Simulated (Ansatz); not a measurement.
Ti (hcp, Mg type)

Space group P6₃/mmc (No. 194); a = b = 2.900 Å, c = 4.590 Å, α = β = 90.00°, γ = 120.00°

| atom | site | symmetry | x | y | z |
|---|---|---|---|---|---|
| Ti | 2d | -6m2 | 0.6667 | 0.3333 | 0.2500 |

E(V) scan at fixed shape, V₀ the volume above. Symmetry pins the atoms to their sites.

Level of theory: PBEsol (plane waves to 420 eV, PAW, scalar-relativistic; Ansatz, a quantum-chemistry and plane-wave program). k mesh 18×18×10 (Γ-centred), Fermi-Dirac smearing 0.05 eV. Energies are smeared free energies. With the shape held, the modulus is that of even scaling; a crystal free to change shape is softer. The PAW data are Ansatz's earlier set. Ti is run without spin polarisation. Ti was relaxed with its symmetry unable to fall. ΔE is measured from the relaxed starting cell. The last digit holds for this mesh only.

| V (Å³/atom) | ΔE (meV/atom) |
|---|---|
| 14.045 | 206.9 |
| 14.491 | 137.4 |
| 14.937 | 84.2 |
| 15.383 | 45.4 |
| 15.829 | 19.4 |
| 16.275 | 4.7 |
| 16.721 | 0.0 |
| 17.166 | 4.3 |
| 17.612 | 16.4 |
| 18.058 | 35.5 |
| 18.504 | 60.8 |
| 18.950 | 91.5 |
| 19.396 | 127.0 |

Task: What is the fitted pressure derivative B₀′?

Result: 3.5.

Task: What bulk modulus at fixed cell shape B₀ follows from a third-order Birch-Murnaghan fit?

Result: 119 GPa. Check by three points about V = 16.721 Å³/atom, step 0.892: d²E/dV² ≈ (19 − 2·0 + 16) meV / 0.892² = 0.0440 eV/Å⁶, and V·d²E/dV² × 160.2 = 118 GPa.

(A scan under strain: stresses follow from slopes of the energy per volume, elastic moduli from its curvatures.)
